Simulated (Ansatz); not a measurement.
A geometry of Cl₂ away from equilibrium: step 4 of the relaxation of a relaxed Cl2 cell, doubled along one cell vector, shaken by Gaussian noise of σ = 0.08 Å a coordinate. Method: r2SCAN (plane waves to 500 eV, PAW, scalar-relativistic; Ansatz, a quantum-chemistry and plane-wave program). Γ-centred k-mesh 4×2×6 on the run's cell (coarser than for final values), Fermi–Dirac smearing 0.05 eV.

```
CELL_PARAMETERS angstrom
      5.68534     0.00208     0.00547
      0.00416    11.17903    -0.04106
      0.00384    -0.01442     3.97529
ATOMIC_POSITIONS crystal
  Cl 0.62122 0.31650 0.59155
  Cl 0.58997 0.81571 0.59519
  Cl 0.14342 0.44050 0.02579
  Cl 0.15821 0.95957 0.93442
  Cl 0.86124 0.04759 0.09211
  Cl 0.86501 0.55310 0.98097
  Cl 0.41961 0.18433 0.36030
  Cl 0.38827 0.67438 0.47513
```

Q: What forces act on the atoms (eV/Å)?

A: 
```tsv
atom	Fx	Fy	Fz
Cl1	-0.70	-0.77	-0.59
Cl2	-0.17	-0.12	0.03
Cl3	-0.42	0.36	-0.01
Cl4	-0.41	0.29	0.19
Cl5	0.40	-0.28	-0.18
Cl6	0.39	-0.41	0.01
Cl7	0.76	0.78	0.56
Cl8	0.15	0.14	-0.02
```

Q: What is the pressure?

A: -1.2 GPa, compression positive.

No spin polarisation in the result. Without a van der Waals term the distances between weakly bound units are poorly fixed.

The end of the path is a generated cell of Cl2: the first start was made by placing the elements on the sites of a structure type, and the end was not matched to a known phase here, so it may be hypothetical. Known forms of Cl2 include space group No. 64.
